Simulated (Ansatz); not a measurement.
PbSe (rock salt)

```
PbSe
1.0
    0.00000     3.08901     3.08901
    3.08901     0.00000     3.08901
    3.08901     3.08901     0.00000
Se Pb
1 1
Direct
  0.00000   0.00000   0.00000
  0.50000   0.50000   0.50000
```

The slice is a {111} plane (indices of the conventional cell) through the point (0.500, 0.500, 0.500) (fractional), spanned by u = [100] and v = [-1 2 0] in vectors of this cell: u (4.37 Å) and v (7.57 Å, at 90° to u). It covers one period; positions are fractions (u, v).

All values below come from r2SCAN (plane waves to 500 eV, PAW, scalar-relativistic; Ansatz, an electronic-structure program). k mesh 9×9×9. These are valence fields of a PAW run, semicore shells included where kept as valence: close to a nucleus they are smooth pseudo fields. PbSe was relaxed with its symmetry unable to fall. Spin-orbit coupling is left out, though Pb is heavy.

Question: Predict the map of the electron localisation function (ELF) on the slice.

Answer: 
```
|xxxx7799662200000022669977xx|
|5577998844111111111144889977|
|9999885522112233221122558899|
|6666442211113344331111224466|
|2211110000112233221100001111|
|1111000000001111110000000011|
|3322110000111122111100001122|
|4433111122446666664422111133|
|3322112255889999998855221122|
|1111114488997755779988441111|
|000022669977xxxxxx7799662200|
|000022669955xxxxxx5599662200|
|000022669977xxxxxx7799662200|
|1111114488997755779988441111|
|3322112255889999998855221122|
|4433111122446666664422111133|
|3322110000111122111100001122|
|1111000000001111110000000011|
|2211110000112233221100001111|
|6666442211113344331111224466|
|9999885522112233221122558899|
|5577998844111111111144889977|
|xxxx7799662200000022669977xx|
|xxxx5599662200000022669955xx|
```
Scale: ten equal steps from 0.04 (start of '0') to 0.44 (end of '9'), in the order '0123456789'. Values: electron localisation function (ELF). The map has 14 points along u (two characters each, u = 0 at the left) and 24 along v (v = 0 in the bottom row). Points within 0.5 Å of a nucleus are blanked (x), as the pseudised field means little there.
